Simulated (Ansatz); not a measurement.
YGa:
```xyz
4
Lattice="2.1692 -5.4217 0.0000 2.1692 5.4217 0.0000 0.0000 0.0000 4.0658" Properties=species:S:1:pos:R:3 pbc="T T T"
Y      2.1692    -3.9195     1.0165
Y      2.1692     3.9195     3.0494
Ga     2.1692    -0.8116     1.0165
Ga     2.1692     0.8116     3.0494
```

Relaxed with r²SCAN. Special points in fractions of this cell's reciprocal vectors: Γ (0.000, 0.000, 0.000); Y (-0.500, 0.500, 0.000); C0 (-0.290, 0.710, 0.000); Σ0 (0.290, 0.290, 0.000); Z (0.000, 0.000, 0.500); A0 (0.290, 0.290, 0.500); E0 (-0.290, 0.710, 0.500); T (-0.500, 0.500, 0.500); S (0.000, 0.500, 0.000); R (0.000, 0.500, 0.500).

### Question
List the band energies nearest the Fermi level at these points for r²SCAN (plane waves, PAW; program Ansatz).

### Answer
In eV from the Fermi level; about four levels below and three above (degenerate sets whole), none deeper than 8.9 eV; points with the same levels are listed once.

```csv
k,below,above
Γ,-4.66 -1.64 -0.75 -0.32,0.18 0.97 1.59
Y,-0.71 -0.44 -0.25 -0.17,0.36 2.16 2.48
C0,-3.52 -1.18 -0.87 -0.62,1.45 1.51 2.41
Z,-0.76 -0.76 -0.22 -0.22,4.05 4.05 4.19 4.19
A0,-2.12 -2.12 -1.05 -1.05,0.34 0.34 3.30 3.30
T,-2.91 -2.91 -0.21 -0.21,0.83 0.83 2.41 2.41
S,-2.94 -2.06 -0.84 -0.63,1.16 1.60 2.77
R,-1.81 -1.81 -1.10 -1.10,0.04 0.04 3.82 3.82
```

Space group Cmcm. The workflow started from a Materials Project entry (that database holds measured and hypothetical structures alike); the Crystallography Open Database files this formula in space group No. 63, but the cells were not matched. Its standing as an ambient phase is unchecked. Symmetry was held in the r²SCAN relaxation; whether a distortion lowers the energy is not shown. The run is not spin-polarised. Spin–orbit coupling is left out wherever it is not named.

Potentials: the later of the program's two PAW sets.
